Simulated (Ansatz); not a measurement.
BP:
Space group P6₄22 (No. 181); a = b = 3.2596 Å, c = 6.9405 Å, α = β = 90.00°, γ = 120.00°

| atom | site | symmetry | x | y | z |
|---|---|---|---|---|---|
| B | 3c | 222 | 0.5000 | 0.0000 | 0.0000 |
| P | 3d | 222 | 0.5000 | 0.0000 | 0.5000 |

Relaxed with PBEsol. PBEsol (plane waves, PAW; program Ansatz) gives no gap.

What gap does HSE06 give on the same cell (Ansatz, PAW)?

0.54 eV. The hybrid was solved on a coarser mesh and at special points; its gap is the smallest among all of these. On such a mesh it can open a false gap in a semimetal.

| k | v1 PBEsol | c1 PBEsol | v1 HSE06 | c1 HSE06 |
|---|---|---|---|---|
| Γ | 0.00 | 2.28 | (withheld) | (withheld) |
| A | -0.78 | 2.03 | -0.86 | 2.87 |
| K | -2.60 | 1.41 | (withheld) | (withheld) |
| H | -3.01 | 2.96 | (withheld) | (withheld) |
| M | -2.62 | -0.13 | -2.90 | 0.54 |
| L | -3.23 | 1.82 | (withheld) | (withheld) |

Top valence (v1) and lowest conduction level (c1) in eV from each method's valence maximum (which need not be a listed point): supply the withheld HSE06 values.


- Γ, v1 HSE06: 0.00
- Γ, c1 HSE06: 3.08
- K, v1 HSE06: -2.84
- K, c1 HSE06: 2.18
- L, v1 HSE06: -3.47
- L, c1 HSE06: 2.59
- H, v1 HSE06: -3.22
- H, c1 HSE06: 3.81

Cost on shared cores: the PBEsol run (SCF on a 14×14×6 mesh, then bands and DOS) very roughly 40 core-seconds, the HSE06 run (SCF on 6×6×3, then a few points) about 70 core-seconds (a rough figure); the tasks are unlike.

Space group P6_422. The start of the workflow was typed in or built on a structure type; neither database checked (COD, Materials Project) lists it. It is not the phase usual at ambient conditions (space group No. 216). The cell was relaxed with PBEsol under the symmetry of its start; of distortions, only those at the zone centre were tested.

Potentials: the later of the program's two PAW sets.
